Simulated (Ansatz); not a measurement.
ZnInGaO4:
Space group R3m, hexagonal axes (No. 160); a = 3.3149 Å, b = 3.3149 Å, c = 25.7488 Å, α = 90.00°, β = 90.00°, γ = 120.00°

| atom | site | symmetry | x | y | z |
|---|---|---|---|---|---|
| Zn | 3a | 3m | 0.0000 | 0.0000 | 0.7813 |
| In | 3a | 3m | 0.0000 | 0.0000 | 0.9971 |
| Ga | 3a | 3m | 0.0000 | 0.0000 | 0.2129 |
| O | 3a | 3m | 0.0000 | 0.0000 | 0.7049 |
| O | 3a | 3m | 0.0000 | 0.0000 | 0.2888 |
| O | 3a | 3m | 0.0000 | 0.0000 | 0.8788 |
| O | 3a | 3m | 0.0000 | 0.0000 | 0.1363 |
(The calculation used a cell of 7 atoms; values per cell refer to that cell.)

Relaxed with PBEsol.

Q: Decompose the optical modes at the zone centre into irreducible representations, and say which are infrared and Raman allowed.

A: Point group 3m: Γ_opt = 6A1 + 6E. Infrared: A1, E. Raman: A1, E.

Q: Assign frequencies (DFPT, DFT-PBEsol in the program Ansatz with PAW potentials; without the LO–TO term).

A: E 87, E 132, A1 186, A1 218, A1 323, E 340, E 362, E 412, A1 483, E 547, A1 574, A1 626 cm⁻¹.

Symmetry was held in the PBEsol relaxation.

Potentials: the later of the program's two PAW sets.
